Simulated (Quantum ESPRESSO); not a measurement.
GaSb (zinc blende, space group F-43m, No. 216) has a direct gap of 0.06 eV with norm-conserving PBE (stringent potentials; Quantum ESPRESSO, 114 Ry, without SOC). After an isotropic strain (on all lattice vectors, atoms relaxed) the gap is direct, 0.16 eV.

### Question
Which strain was applied?
A) -0.5 %
B) -2 %
C) -3 %
D) -1 %

### Answer
A, -0.5 %. Gaps found: -3 %: 0.62 eV (indirect); -2 %: 0.50 eV (direct); -1 %: 0.27 eV (direct); -0.5 %: 0.16 eV (direct); 0 %: 0.06 eV (direct).
